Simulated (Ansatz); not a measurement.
Values for one crystal, relaxed and computed with plane-wave PAW PBEsol (Ansatz code); other levels are named.

* **Volume per atom**: 12.98 Å³
* **Band gap**: 0.90 eV (indirect)
* **Formation energy from the elements (no fitted shifts)**: -718 meV/atom
* **Conduction-band minimum**: at T (k = 0.000, 0.500, 0.500)
* **Valence-band maximum**: on the Γ–X line, 80 % of the way from Γ (k = 0.401, 0.000, 0.000)
* **Hill bulk and shear moduli**: 173 and 140 GPa
* **Mechanical stability**: stable (all eigenvalues of C positive)

### Question
Which of these materials gives this?
A. MgO, CsCl type
B. KBr, rock salt
C. Ag2S, Cmcm (Ag on 4b, Ag on 4c, S on 4c)
D. FeS2, Pnnm (Fe on 2a, S on 4g)

### Answer
D, FeS2, Pnnm (Fe on 2a, S on 4g)

The cell was relaxed with PBEsol under the symmetry of its start. The workflow began spin-polarised and lost its moments. The references are the lowest solids computed at this level, not always the standard phases.

Potentials: the later of the program's two PAW sets.
